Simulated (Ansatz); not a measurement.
**CsCdCl3: how the free axis answers a strain**

CsCdCl3, Pm-3m, a = 5.112 Å. The structure is a COD entry; whether it is the stable form wasn't checked. Ansatz: LDA, PAW, 420 eV, Γ-centred 6×6×6 mesh on 5 atoms, Gaussian smearing 0.02 eV; no spin polarisation. Series: uniaxial strain along c, with a, b and atoms relaxed; x is the strain in per cent. y is the change of a in per cent of 5.112 Å.

| x (%) | y (%) |
| --- | --- |
| -6.0 | ? |
| -4.0 | 1.13 |
| -2.0 | 0.54 |
| 0.0 | 0.00 |
| 2.0 | -0.46 |
| 4.0 | -0.86 |
| 6.0 | -1.24 |

Question: Fit y = c1 x + c2 x² to the other rows, say what c1 measures, and predict the missing y.

Answer: Least squares on the rows shown. y = −0.2509 x + 0.007709 x². So −c1 = 0.251 is Poisson's ratio for this pair of axes. At x = -6.0 the fit asked for gives 1.78 %. The run gave 1.78 %, the same to the digits shown.

Symmetry holds off the tilts and polar distortions that many cubic perovskites undergo.